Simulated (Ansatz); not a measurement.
# Data sheet: LiAuO$_{2}$ (DFT)

LiAuO2:
```
LiAuO2
1.0
   -2.07254     2.07254     5.22833
    2.07254    -2.07254     5.22833
    2.07254     2.07254    -5.22833
Li Au O
2 2 4
Direct
  0.75000   0.25000   0.50000
  0.00000   0.00000   0.00000
  0.50000   0.50000   0.00000
  0.25000   0.75000   0.50000
  0.11923   0.62500   0.99423
  0.37500   0.88077   0.00577
  0.63077   0.12500   0.00577
  0.87500   0.36923   0.99423
```

Space group I4_122 (No. 98); conventional cell a = 4.145 Å, b = 4.145 Å, c = 10.457 Å, α = 90.00°, β = 90.00°, γ = 90.00°.

Method: LDA in the plane-wave PAW code Ansatz. Geometry: relaxed at this level of theory. Other levels are named where they apply.

Cell and energy:

```yaml
volume_per_atom: 11.23 Å³
density: 8.72 g/cm³
Formation energy from the elements (no fitted shifts): -1.01 eV/atom
```

Electronic structure:

```yaml
band_gap: 1.74 eV (smallest direct gap 1.76 eV)
valence_band_maximum: off the standard path, at k = (-0.094, -0.490, 0.094) in fractions of the reciprocal vectors
conduction_band_minimum: on the M–S line, 80 % of the way from M (4 equivalent valleys)
electron_effective_mass: 0.59, 0.99, 3.3 mₑ (principal values)
```

Dielectric response:

```yaml
Electronic dielectric constant ε∞ (DFPT): 5.13 (xx = yy), 8.04 (zz)
Static dielectric constant ε0 (ions relaxed, cell fixed): 8.13 (xx = yy), 10.5 (zz)
Born charges (a third of the trace): Li +1.18, Au +1.82, O -1.50 e
```

Phonons:

```yaml
Highest zone-centre frequency (without LO–TO term): 667 cm^-1
zone_centre_stability: no imaginary mode at Γ
```

The first step of the workflow began from a Materials Project structure, measured or hypothetical; the Crystallography Open Database copy checked does not list it. With Li and Au taken as one species the cell has the higher symmetry P4_2/mmc, so it may be an ordered model of a mixed-site phase. Its standing as an ambient phase is unchecked. The LDA relaxation kept the symmetry of its start. The references are the lowest solids computed at this level, not always the standard phases (solids in place of the gases). Spin–orbit coupling is left out wherever it is not named.

Potentials: the later of the program's two PAW sets.
